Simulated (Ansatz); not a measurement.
A relaxed structure of Ti2AlC is spoiled in several ways and relaxed again each time (noise and exchanges are one random draw each; pressure is positive under compression). Calculation: PBEsol (plane waves to 420 eV, PAW, scalar-relativistic; Ansatz, a first-principles code).

```cif
data_C2Al2Ti4
_chemical_formula_sum 'Ti4 Al2 C2'
_space_group_name_H-M_alt 'P63/mmc'
_space_group_IT_number 194
_space_group_name_Hall '-P 6c 2c'
_cell_length_a 3.03742
_cell_length_b 3.03742
_cell_length_c 13.63771
_cell_angle_alpha 90.000
_cell_angle_beta 90.000
_cell_angle_gamma 120.000
loop_
_atom_site_label
_atom_site_type_symbol
_atom_site_symmetry_multiplicity
_atom_site_Wyckoff_symbol
_atom_site_fract_x
_atom_site_fract_y
_atom_site_fract_z
_atom_site_occupancy
Ti1 Ti 4 f 0.33333 0.66667 0.08332 1
Al1 Al 2 d 0.66667 0.33333 0.25000 1
C1 C 2 a 0.00000 0.00000 0.00000 1
```

| change | first pressure (GPa) | largest first force (eV/Å) | released (eV/atom) | moves | outcome | final group | E − E(parent) (eV/atom) |
|---|---|---|---|---|---|---|---|
| with one Al and one Ti atom exchanged in a cell of 8 atoms | 0 | 0.6 | 0.01 | 11 | trapped higher | P3m1 | +0.38 |
| with every coordinate shifted by Gaussian noise of σ = 0.2 Å | 11 | 6.0 | 0.44 | 8 | returns to the parent | P6₃/mmc | 0.00 |
| with one C and one Al atom exchanged in a cell of 8 atoms | – | – | 1.6 | 15 | trapped higher | P3m1 | +0.27 |

The exchanged pair stays exchanged: it costs 3.1 eV for the cell of 8 atoms (one exchange in a very small cell, not a dilute defect).

First-step values come from each run's starting, coarser k-mesh (9×9×2). The runs use different k-meshes, so differences are rounded accordingly. No spin polarisation in the result.

The relaxation started from an entry of Materials Project.
